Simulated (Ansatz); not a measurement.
A crystal relaxed with r2SCAN in Ansatz 0.2.0 has space group I-42m (No. 121) and a = 5.787 Å, c = 11.557 Å.

| atom | site | x | y | z |
| --- | --- | --- | --- | --- |
| As | 4d | 0.5000 | 0.0000 | 0.2500 |
| Xx | 8i | 0.2619 | 0.7381 | 0.1292 |
| As | 2b | 0.5000 | 0.5000 | 0.0000 |
| Sb | 2a | 0.0000 | 0.0000 | 0.0000 |

The r2SCAN gap is direct at Γ: 0.64 eV. HSE06 gives a direct gap of 1.01 eV at Γ. PBE gives a direct gap of 0.20 eV at Γ. Meshes: r2SCAN 6×6×6, HSE06 4×4×4, PBE 6×6×6.

Q: Which element is Xx?
A. Tl
B. Al
C. Ga
D. In

A: C. Xx is Ga: an ordered 8-atom cell of Ga₄SbAs₃ on the zincblende lattice (I-42m). Around As lie 4 Ga at 2.48 Å; around Ga lie 3 As at 2.45–2.48 Å and 1 Sb at 2.61 Å; around As lie 4 Ga at 2.45 Å; around Sb lie 4 Ga at 2.61 Å.

No spin polarisation and no zero-point or thermal motion; the cell was built from a prototype and may be hypothetical.

Spin-orbit coupling is left out, which matters wherever the heavy atoms make up the band edges.
